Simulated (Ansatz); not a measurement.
Relaxed Sn (beta-Sn type, space group I4_1/amd):

```xyz
4
Lattice="-5.9471 5.9471 3.2122 0.0000 0.0000 3.2122 0.0000 5.9471 0.0000" Properties=species:S:1:pos:R:3 pbc="T T T"
Sn    -5.9471     8.9206     4.0152
Sn    -2.9735     5.9471     2.4091
Sn     0.0000     0.0000     0.0000
Sn    -2.9735     2.9735     1.6061
```

The atoms are displaced by Q × the pattern below (from a DFPT mode at M = (0.5, 0.5, 0.5), largest move 1; Q in Å), at fixed cell. It is one choice among 2 degenerate patterns. (q is in reciprocal vectors of the primitive cell; the cell shown is doubled to hold the pattern.)

| atom | x | y | z |
|---|---|---|---|
| Sn1 | 0.000 | 1.000 | 0.000 |
| Sn2 | 0.000 | -1.000 | 0.000 |
| Sn3 | 0.000 | -1.000 | 0.000 |
| Sn4 | 0.000 | 1.000 | 0.000 |

These are PBE (plane waves to 420 eV, PAW, scalar-relativistic; Ansatz, a quantum-chemistry and plane-wave program) values and carry that method's errors. k mesh 16×16×16 (Γ-centred), Fermi-Dirac smearing 0.05 eV. E stands for the smeared free energy. With partly filled bands, energies and forces of such displacements shift with the k mesh and the smearing. Sn was relaxed with its symmetry unable to fall. The PAW data are Ansatz's earlier set. ΔE is measured from the undisplaced structure. The last digit holds for this mesh only.

| Q (Å) | ΔE (meV/cell) |
|---|---|
| -0.180 | 538.9 |
| -0.150 | withheld |
| -0.120 | 218.4 |
| -0.090 | 117.9 |
| -0.060 | 50.5 |
| -0.030 | 12.2 |
| 0.000 | 0.0 |
| 0.030 | 12.2 |
| 0.060 | 50.5 |
| 0.090 | 117.9 |
| 0.120 | 218.4 |
| 0.150 | withheld |
| 0.180 | 538.9 |

Fit an even polynomial form (powers 2, 4, 6) to the given rows and predict ΔE at Q = 0.150.

Least squares on the 11 given rows: ΔE = (13640)·Q² + (117500)·Q⁴ + (-773200)·Q⁶, in meV/cell with Q in Å; root-mean-square residual 0.11 meV/cell. At 0.150 the fit gives 357.6 meV/cell; the calculation gives 356.7 meV/cell, so the interpolation is off by 0.9 (+0.3 %). The quadratic term alone would give 306.9 meV/cell.

(For displaced atoms, the force is minus the slope of the energy, and its curvature is a force constant, which sets phonon frequencies.)
